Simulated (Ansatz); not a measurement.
## Data sheet: MoRu (DFT)

MoRu:
```
MoRu
1.0
    0.00000     2.52159     2.52159
    2.52159     0.00000     2.52159
    2.52159     2.52159     0.00000
Ru Mo
1 1
Cartesian
  0.00000   0.00000   0.00000
  2.52159   2.52159   2.52159
```

Space group Fm-3m (No. 225), rock salt; conventional cell a = b = c = 5.043 Å, α = β = γ = 90.00°.

Method: plane-wave PAW PBEsol (Ansatz code). Geometry: relaxed at this level of theory. Other levels are named where they apply.

**Cell and energy**

- Volume per atom = 16.03 Å³
- Density = 10.20 g/cm³
- Formation energy from the elements (no fitted shifts) = 946 meV/atom

**Electronic structure**

- Electronic character = metallic (no gap)
- Density of states at the Fermi level = 0.94 states/eV per atom (mean over ±0.08 eV)
- Gap with spin–orbit coupling = none (metallic)

**Mechanics**

Bulk modulus (Birch–Murnaghan fit): 236 GPa
Pressure derivative B′: 4.4
Elastic constants (relaxed ions, GPa): C11 = 286, C12 = 211, C44 = -27.4
Mechanical stability: unstable (C has a negative eigenvalue)

**Phonons**

- Highest zone-centre frequency = 92 cm⁻¹
- Zone-centre stability = no imaginary mode at Γ

The start of the workflow was typed in or built on a structure type; neither database checked (COD, Materials Project) lists it. Whether it is the stable phase at ambient conditions was not checked. The cell was relaxed with PBEsol under the symmetry of its start. The run is not spin-polarised. Its formation energy is positive at this level, so the cell may be metastable or incomplete. As this level gives no gap, shear constants depend on the k-mesh and smearing (Fermi–Dirac, 0.1 eV here). As this level gives no gap, phonon frequencies hold no LO–TO term and depend on the k-mesh and smearing (Fermi–Dirac, 0.1 eV here). The references are the lowest solids computed at this level, not always the standard phases. Scalar-relativistic: spin–orbit coupling is off unless named, which matters more the heavier the elements.

Potentials: the earlier of the program's two PAW sets. The files were generated under PBE; for other functionals the program regenerates the frozen cores, and for LDA and PBEsol the local potential too.
